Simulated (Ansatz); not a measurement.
An input for the plane-wave PAW code Ansatz:

```yaml
crystal:
  lattice:
    - [2.2120314344, 1.2771169441, 6.687804129]
    - [-2.2120314344, 1.2771169441, 6.687804129]
    - [0.0, -2.5542338882, 6.687804129]
  atoms:
    - { symbol: Lu, position: [0.0, 0.0, 0.0] }
    - { symbol: Te, position: [0.252, 0.252, 0.252] }
    - { symbol: Te, position: [0.748, 0.748, 0.748] }
basis:
  ecutwfc: 420
  ecutrho_ratio: 4
kpoints:
  mp_grid: { grid: [8, 8, 8] }
hamiltonian:
  xc: pbesol
scf:
  occupations: { method: gaussian, width: 0.05 }
output:
  forces: true
  stress: true
  eigenvalues: true
relax:
  f_tol: 0.01
  max_steps: 60
  cell: { stress_tol: 0.04 }
```

This is a trial structure made by placing the elements on a prototype's sites, so it needn't be the stable form.

Task: Before reading the output: what should come out?

Result: Final volume 31.69 Å³/atom, energy lowered by 64.5 meV/atom, pressure 0.0 GPa, gap on the mesh zero (metallic) (PBEsol, scalar-relativistic).

What the program printed, in part:

```
Pseudopotentials: kind: paw
Pseudopotential: Lu, paw, valence charge 25, recommended cutoff 420 eV (normal), Lu.paw.azcp
Pseudopotential: Te, paw, valence charge 16, recommended cutoff 420 eV (normal), Te.paw.azcp
Crystal: 3 atoms, lattice volume = 113.359 Å³
Basis set: ecut = 420 eV, 2195 PW (Γ), FFT grids on a1−a3, a2−a3, a3, exchange–correlation on 60×60×96 points (8 copies of the dense FFT grid, shifted against one another)
Bands: 35, of which v1, the nominal top of the filled ones, is band 29 counted from 1 (28 counted from 0)
Symmetry: 12 space group operations
Space group: R-3m (ITA 166), of the structure as read, at distance tolerance 4.8e-5 Å
k-points: 65 of 512
Initial density: superposition of atomic densities (neutral atoms: chi_scale 0, normalization atom), corrected by the library's trained network
Initial wavefunctions: pseudopotential atomic-orbital guess
Functional: x = pbesol(κ = 0.804, μ = 0.12346), c = pbesol(β = 0.046)
```

SCF trace (energy estimate counted from the last row; the run made several SCF loops, for ionic steps, more bands or searches for a lower state, numbered loop.iteration):
| iteration | ΔE (eV) | density residual (eV) |
| --- | --- | --- |
| 1.1 | 0.187 | 1.46e-2 |
| 1.2 | 0.190 | 3.92e-3 |
| 1.3 | 0.193 | 1.04e-3 |
| 1.4 | 0.193 | 6.86e-5 |
| 1.5 | 0.193 | 2.44e-6 |
| 1.6 | 0.193 | 1.37e-7 |
| 1.7 | 0.193 | 5.78e-8 |
| 2.1 | -0.112 | 6.48e-1 |
| 2.2 | -0.024 | 2.14e-1 |
| 2.3 | 0.029 | 4.95e-3 |
| 2.4 | 0.031 | 1.24e-4 |
| 2.5 | 0.031 | 5.70e-5 |
| 2.6 | 0.031 | 3.85e-6 |
| … | … | … |
| 13.4 | 0.000 | 2.12e-7 |
| 13.5 | 0.000 | 8.67e-9 |
| 13.6 | 0.000 | 2.48e-10 |
| 13.7 | 0.000 | 1.51e-11 |

```
SCF converged after 7 iterations
Free energy (F): -28417.166887 eV
E sigma→0 (E₀):  -28417.166001 eV
Entropy (-TS):   -0.001770 eV (-0.590 meV/atom)
Fermi energy:    9.251870 eV
--- Per-component energies (eV) ---
  E_band       = -571.801238
  E_kinetic    = 782.373564
  E_local      = -10750.456885  (includes V_loc(G=0)·N_el)
  E_nonlocal   = -33.858670
  E_hartree    = 5154.397850
  E_xc         = -464.136566
  E_vxc        = -467.043489  (∫ρ·V_xc dr)
  E_paw        = -16425.013241  (= ΣΔE_a)
  E_vpaw       = -411.610895  (= ΣTr[D̂ρ^β])
  E_aug_tail   = -0.000366  (compensation charges beyond the density's cutoff)
  E_ewald      = -6682.412601
  E_core_change = 1.941798  (= ΣΔE_core)
  E_smearing   = -0.001770  (= −TS)
--- Forces (eV/Å), atoms counted from 1 ---
  atom   1  Lu     0.00000000     0.00000000     0.00000000
  atom   2  Te     0.00000000     0.00000000     0.00137337
  atom   3  Te     0.00000000     0.00000000    -0.00137337
--- Stress (GPa, compression-positive) ---
       -0.018883       0.000000       0.000000
        0.000000      -0.018883       0.000000
        0.000000       0.000000      -0.011098
  P = ⅓ Tr σ = -0.0163 GPa (-0.163 kbar)
--- Relaxed structure (12 steps of the walk, 9 accepted, 1 SCFs on fresh bases) ---
  F+E_penalty+E_count = -28417.16688664 eV   max|allowed force component| = 1.373e-3 eV/Å   (the final SCF, on the basis selected at the relaxed cell)
  cell:  # Å, volume = 95.0741 Å³
    - [1.98850, 1.14806, 6.94096]
    - [-1.98850, 1.14806, 6.94096]
    - [0.00000, -2.29612, 6.94096]
  atoms:
    - { symbol: Lu, position: [0.00000, 0.00000, 0.00000] }
    - { symbol: Te, position: [0.24317, 0.24317, 0.24317] }
    - { symbol: Te, position: [0.75683, 0.75683, 0.75683] }
```

Total energies depend on the potentials used, so only differences within one code and one set of settings carry meaning.

Scalar-relativistic only: spin–orbit splittings of the heavy atoms' levels are missing. The cell is a metal with an odd number of electrons, and spin polarisation wasn't tried. The structure is layered, and this functional has no dispersion term, so the layers' spacing is poorly fixed, often too long, and so is what hangs on it.
